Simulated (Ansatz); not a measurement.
Starting cell, Cu (fcc, Cu type):

```
CELL_PARAMETERS angstrom
      0.00000     3.62969     3.62969
      1.81485     1.81485     3.62969
      1.81485     1.81485     0.00000
ATOMIC_POSITIONS crystal
  Cu 0.00000 0.00000 0.00000
  Cu 0.50000 0.00000 0.00000
```

The atoms are displaced by Q × the pattern below (from a DFPT mode at X = (0.5, 0.5, 0.0), largest move 1; Q in Å), at fixed cell. It is one choice among 2 degenerate patterns. (q is in reciprocal vectors of the primitive cell; the cell shown is doubled to hold the pattern.)

```csv
atom,x,y,z
Cu1,0.000,1.000,0.000
Cu2,0.000,-1.000,0.000
```

Computed with PBE (plane waves to 420 eV, PAW, scalar-relativistic; Ansatz, an electronic-structure program). k mesh 22×22×22 (Γ-centred), Fermi-Dirac smearing 0.05 eV. Energies are smeared free energies. Stress and pressure are positive under compression. With partly filled bands, energies and forces of such displacements shift with the k mesh and the smearing. Cu is run without spin polarisation. Cu was relaxed with its symmetry unable to fall. The zero of ΔE is the undisplaced structure.

| Q (Å) | −dE/dQ from forces (eV/Å) | ΔE (meV/cell) | P (GPa) |
|---|---|---|---|
| -0.280 | 4.493 | 576 | (withheld) |
| -0.233 | 3.559 | 389 | 8.0 |
| -0.187 | 2.717 | 243 | (withheld) |
| -0.140 | 1.961 | 134 | (withheld) |
| -0.093 | 1.270 | (withheld) | 1.2 |
| -0.047 | 0.624 | 15 | 0.3 |
| 0.000 | 0.000 | 0 | 0.0 |
| 0.047 | -0.624 | 15 | 0.3 |
| 0.093 | -1.270 | (withheld) | 1.2 |
| 0.140 | -1.961 | 134 | (withheld) |
| 0.187 | -2.717 | 243 | (withheld) |
| 0.233 | -3.559 | 389 | 8.0 |
| 0.280 | -4.493 | 576 | (withheld) |

What belongs in the gaps?


- -0.280, P (GPa): 11.7
- -0.187, P (GPa): 5.1
- -0.140, P (GPa): 2.8
- -0.093, ΔE (meV/cell): 59
- 0.093, ΔE (meV/cell): 59
- 0.140, P (GPa): 2.8
- 0.187, P (GPa): 5.1
- 0.280, P (GPa): 11.7

(For displaced atoms, the force is minus the slope of the energy, and its curvature is a force constant, which sets phonon frequencies.)
